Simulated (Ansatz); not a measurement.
An Ansatz (a program for electronic structure) run. Input:

Ansatz 0.2 input:
```yaml
crystal:
  lattice:
    - [3.4931131945, 0.0, 0.0]
    - [0.0, 3.4931131945, 0.0]
    - [0.0, 0.0, 3.4931131945]
  atoms:
    - { symbol: Ca, position: [0.0, 0.0, 0.0] }
kpoints:
  mp_grid: { grid: [12, 12, 12] }
hamiltonian:
  xc: r2scan
  pseudopotentials: { azcp: { folder: ./paw }, kind: paw }
scf:
  occupations: { method: gaussian, width: 0.1 }
checkpoint: { read: metal.run }
output: { write_density: true, elf: true, volumetric_format: npy }
basis: { fft_grid_basis: typed }
```

Output (shortened):

```
Pseudopotential: Ca, paw, valence charge 10
Functional definition: r2SCAN
Crystal: 1 atoms, lattice volume = 42.622 Å³
Basis set: ecut = 500 eV, 1045 PW (Γ), exchange–correlation on 108×108×108 points (64 copies of the dense FFT grid, shifted against one another)
Bands: 13, of which v1, the nominal top of the filled ones, is band 5 counted from 1 (4 counted from 0)
Symmetry: 48 space group operations
Space group: Pm-3m (ITA 221), of the structure as read, at distance tolerance 3.5e-5 Å
k-points: 84 of 1728
Stability of the state it starts from, as read at its close in the unpolarized treatment …
iter 1 solved again at ethr=6.32e-8 eV; its pass at ethr=3.10e-3 eV (dr2=6.32e-6 eV) is discarded
SCF iter   1: F=—  HF=-1821.272909 eV  |F-HF|=—  |Δ(HF+E_count)|=         —  Δρ=1.87e-7  dr2=2.81e-12  dr2_τ=1.96e-12  ethr=6.32e-8  ⟨swp⟩=3.2  Hψ=11178  notcnv=0
preconditioner: auto → none
SCF iter   2: F=-1821.272909 eV  HF=-1821.272909 eV  |F-HF|=2.27e-13  |Δ(HF+E_count)|=   2.40e-9  Δρ=8.68e-8  dr2=4.15e-13  dr2_τ=1.09e-12  ethr=1.00e-12  ⟨swp⟩=5.7  Hψ=4484  notcnv=0
SCF 1 converged in 2 iterations: F = -1821.272909 eV  dr2 = 4.15e-13
SCF converged after 2 iterations
Free energy (F): -1821.272909 eV
Harris-Foulkes:  -1821.272909 eV  (|F-HF|=2.27e-13)
Internal energy: -1821.268293 eV  (E = F + TS)
E sigma→0 (E₀):  -1821.270601 eV
Entropy (-TS):   -0.004616 eV (-4.616 meV/atom)
Fermi energy:    4.882347 eV
--- Per-component energies (eV) ---
  E_band       = -186.692702
  E_kinetic    = 251.694542
  E_local      = -870.913523  (includes V_loc(G=0)·N_el)
  E_nonlocal   = 89.821287
  E_hartree    = 289.493291
  E_xc         = -124.919683
  E_vxc        = -176.676322  (∫ρ·V_xc dr)
  E_paw        = -871.414579  (= ΣΔE_a)
  E_vpaw       = -70.241699  (= ΣTr[D̂ρ^β])
  E_aug_tail   = -0.000004  (compensation charges beyond the density's cutoff)
  E_vtau       = 10.636426  (kinetic-family band-sum trace: ∫τ·v_τ [+ j·A + Jᵃ·Aᵃ] dr)
  E_ewald      = -584.808959
  E_core_change = -0.220666  (= ΣΔE_core)
  E_smearing   = -0.004616  (= −TS)
  E_closure    =  0.000000  (closes the sum)
  Σ components = -1821.272909   (vs F -1821.272909, Δ=0.00e0)
  [band-id]    e_kinetic+e_local+e_nonlocal+2·e_hartree+e_vxc+e_vpaw+e_augmentation_tail+e_vtau = -186.692709   (vs E_band -186.692702, Δ=-7.62e-6)
--- Band table (eV; the first three rows and the last of 84) ---
  k-point 0: bands = ["-39.1669", "-19.1628", "-19.1628", "-19.1628", "0.7564", "5.9448", "5.9448", "9.3599", "9.3599", "9.3599", "14.0725", "14.0725", "14.0725"]
  k-point 1: bands = ["-39.1656", "-19.1780", "-19.1615", "-19.1615", "0.8611", "5.9708", "5.9784", "9.2411", "9.2411", "9.3676", "13.3776", "14.2755", "14.2755"]
  k-point 2: bands = ["-39.1621", "-19.2192", "-19.1579", "-19.1579", "1.1690", "6.0044", "6.0726", "8.9509", "8.9509", "9.3887", "12.1874", "14.8189", "14.8189"]
  k-point 83: bands = ["-39.1108", "-19.3262", "-19.3262", "-19.3262", "5.6401", "5.6401", "5.6401", "10.1157", "10.1157", "10.7726", "10.9173", "10.9173", "10.9173"]
```

Cost: about 8 core-seconds (a rough figure) on shared cores.

This is a known high-pressure phase of the composition, computed here at zero pressure and temperature. The r²SCAN relaxation kept the symmetry of its start. At this level the phase is mechanically unstable.

Potentials: the earlier of the program's two PAW sets.

Ansatz is a plane-wave DFT program.
